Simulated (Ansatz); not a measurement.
SrZrO3 (cubic perovskite)

```
CELL_PARAMETERS angstrom
      4.09575     0.00000     0.00000
      0.00000     4.09575     0.00000
      0.00000     0.00000     4.09575
ATOMIC_POSITIONS crystal
  Sr 0.50000 0.50000 0.50000
  Zr 0.00000 0.00000 0.00000
  O  0.00000 0.50000 0.00000
  O  0.50000 0.00000 0.00000
  O  0.00000 0.00000 0.50000
```

The slice is a {110} plane (indices of the conventional cell) through the point (0.000, 0.000, 0.000) (fractional), spanned by u = [100] and v = [011] in vectors of this cell: u (4.10 Å) and v (5.79 Å, at 90° to u). It covers one period; positions are fractions (u, v).

Computed with LDA (plane waves to 420 eV, PAW, scalar-relativistic; Ansatz, a quantum-chemistry and plane-wave program). k mesh 8×8×8. Inside the PAW spheres the values are not all-electron values, and peaks at nuclei hang on which shells count as valence. SrZrO3 is run without spin polarisation. SrZrO3 was relaxed with its symmetry unable to fall. This is a high-temperature form of SrZrO3.

Three fields on this plane, each scaled to ten steps between its own extremes (0 low, 9 high; the total valence density on a logarithmic scale, the potential cut 8 eV below its top; x marks points blanked near nuclei; v = 0 in the bottom row):

Map A
```
|xxxxx0xxxxxxxxx0xxxx|
|xxxx002xxxxxxx200xxx|
|xxxx004xxxxxxx400xxx|
|xx0003688xxx8863000x|
|00002578999998752000|
|12345678888888765432|
|66667766655566677666|
|88887654211124567888|
|99986520000000256899|
|999752000xxx00025799|
|9986400xxxxxxx004689|
|9875200xxxxxxx002578|
|987500xxxxxxxxx00578|
|887400xxxxxxxxx00478|
|987500xxxxxxxxx00578|
|9875200xxxxxxx002578|
|9986400xxxxxxx004689|
|999752000xxx00025799|
|99986520000000256899|
|88887654211124567888|
|66667766655566677666|
|12345678888888765432|
|00002578999998752000|
|xx0003688xxx8863000x|
|xxxx004xxxxxxx400xxx|
|xxxx002xxxxxxx200xxx|
|xxxxx0xxxxxxxxx0xxxx|
|xxxxx0xxxxxxxxx0xxxx|
```

Map B
```
|xxxxx2xxxxxxxxx2xxxx|
|xxxx415xxxxxxx514xxx|
|xxxx214xxxxxxx412xxx|
|xx5200368xxx8630025x|
|21100013566653100011|
|00000001122211000000|
|00000000000000000000|
|00000000111110000000|
|00000013577753100000|
|000001489xxx98410000|
|0000038xxxxxxx830000|
|0000169xxxxxxx961000|
|000028xxxxxxxxx82000|
|000038xxxxxxxxx83000|
|000028xxxxxxxxx82000|
|0000169xxxxxxx961000|
|0000038xxxxxxx830000|
|000001489xxx98410000|
|00000013577753100000|
|00000000111110000000|
|00000000000000000000|
|00000001122211000000|
|21100013566653100011|
|xx5200368xxx8630025x|
|xxxx214xxxxxxx412xxx|
|xxxx415xxxxxxx514xxx|
|xxxxx2xxxxxxxxx2xxxx|
|xxxxx2xxxxxxxxx2xxxx|
```

Map C
```
|xxxxx9xxxxxxxxx9xxxx|
|xxxx988xxxxxxx889xxx|
|xxxx867xxxxxxx768xxx|
|xx9765578xxx8755679x|
|87654445566655444567|
|55543333444443333455|
|44433223334333223344|
|44332233455543322334|
|33322345778775432233|
|222234689xxx98643222|
|1112358xxxxxxx853211|
|1112479xxxxxxx974211|
|000258xxxxxxxxx85200|
|000258xxxxxxxxx85200|
|000258xxxxxxxxx85200|
|1112479xxxxxxx974211|
|1112358xxxxxxx853211|
|222234689xxx98643222|
|33322345778775432233|
|44332233455543322334|
|44433223334333223344|
|55543333444443333455|
|87654445566655444567|
|xx9765578xxx8755679x|
|xxxx867xxxxxxx768xxx|
|xxxx988xxxxxxx889xxx|
|xxxxx9xxxxxxxxx9xxxx|
|xxxxx9xxxxxxxxx9xxxx|
```

Q: Assign the maps to these fields: electron localisation function (ELF); valence electron density; electrostatic potential energy of an electron, from the cell's mean.

A: A is the electrostatic potential energy of an electron, from the cell's mean; B is the electron localisation function (ELF); C is the valence electron density.
